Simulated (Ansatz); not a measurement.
NbSiAs in space group P4/nmm (No. 129; Nb on 2c, Si on 2a, As on 2c), PBE in the plane-wave PAW code Ansatz, all energies at zero smearing, with the estimated change up to a 700 eV cutoff added, with one set of potentials and settings (totals compare only within such a set). Cell of 6 atoms (2 Nb, 2 Si, 2 As): -20092.165 eV.

```csv
element,reference phase,E (eV/atom)
Nb,"Im-3m, 1 atoms in the cell",-4552.3152
Si,"Fd-3m, 2 atoms in the cell",-635.8114
As,"R-3m, 2 atoms in the cell",-4856.1443
```

Formation energy per atom, worked out: (-20092.165 − 2×(-4552.3152) − 2×(-635.8114) − 2×(-4856.1443))/6 = -0.604 eV/atom (-58 kJ per mol of atoms), at 0 K, without zero-point energy or fitted corrections.

The first step of the workflow began from a Materials Project structure, measured or hypothetical; the Crystallography Open Database files this formula in space group No. 129, but the cells were not matched. Whether it is the stable phase at ambient conditions was not checked. The PBE relaxation kept the symmetry of its start; its stability against distortions is not shown here. No spin polarisation was allowed. The references are the lowest solids computed at this level, not always the standard phases.

Potentials: the earlier of the program's two PAW sets.
